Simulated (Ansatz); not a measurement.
From the elastic tensor of BaPPt to moduli and sound speeds

The calculation used DFT PBEsol, scalar-relativistic, plane waves, PAW (Ansatz 0.2.0). Settings: 420 eV plane-wave cutoff, Γ-centred 6×6×6 mesh, Fermi-Dirac smearing of 0.15 eV. No spin polarisation.

It takes space group P2_13 (No. 198, cubic). Conventional cell: a = 6.503 Å, b = 6.503 Å, c = 6.503 Å, α = 90.00°, β = 90.00°, γ = 90.00°. Around Ba (site symmetry 3) lie 4 P at 3.13 to 3.25 Å and 7 Pt at 3.26 to 3.60 Å. P (site symmetry 3) has 3 Pt at 2.35 Å as nearest neighbours. Pt (site symmetry 3) is surrounded by 3 P at 2.35 Å.

In a metal, frequencies and elastic constants depend on the k mesh and the smearing, soft modes and shear constants most. Spin–orbit coupling is left out, which can shift energies with elements as heavy as these.

Relaxed-ion constants (GPa, on the Cartesian axes of the calculation):
C11 = 119.5, C12 = 75.8, C13 = 75.8, C22 = 119.5, C23 = 75.8, C33 = 119.5, C44 = 39.2, C55 = 39.2, C66 = 39.2 GPa; the others vanish.

Density 8.775 g/cm³; 12 atoms in 275.05 Å³.

The values that follow are for a polycrystal of randomly turned grains, by Hill's mean where one number stands.

With S = C⁻¹: B_V = (C11+C22+C33+2(C12+C13+C23))/9, G_V = (C11+C22+C33−C12−C13−C23+3(C44+C55+C66))/15, 1/B_R = S11+S22+S33+2(S12+S13+S23), 15/G_R = 4(S11+S22+S33−S12−S13−S23)+3(S44+S55+S66); Hill is their mean. Then v_l = √((B+4G/3)/ρ), v_t = √(G/ρ), v_m = [(2/v_t³+1/v_l³)/3]^(−1/3) and Θ = (ħ/k_B)·v_m·(6π²n/V)^(1/3) for n atoms in the volume V; E = 9BG/(3B+G), ν = (3B−2G)/(2(3B+G)) and A^U = 5G_V/G_R + B_V/B_R − 6.

```json
{
 "Bulk modulus, Voigt / Reuss / Hill": "90.4 / 90.4 / 90.4 GPa",
 "Shear modulus, Voigt / Reuss / Hill": "32.2 / 29.7 / 31.0 GPa",
 "Young's modulus": "83 GPa",
 "Poisson ratio": "0.346",
 "Pugh ratio B/G": "2.92 (over 1.75, the rule of thumb for ductile)",
 "Universal anisotropy index": "0.42",
 "Longitudinal and transverse sound speeds": "3874 and 1879 m/s",
 "Debye temperature from the mean sound speed": "221 K"
}
```

Whether BaPPt exists in this form wasn't checked.

Cost: 1 run of about 79 core-minutes, on Arm Neoverse V2 (shared hosts).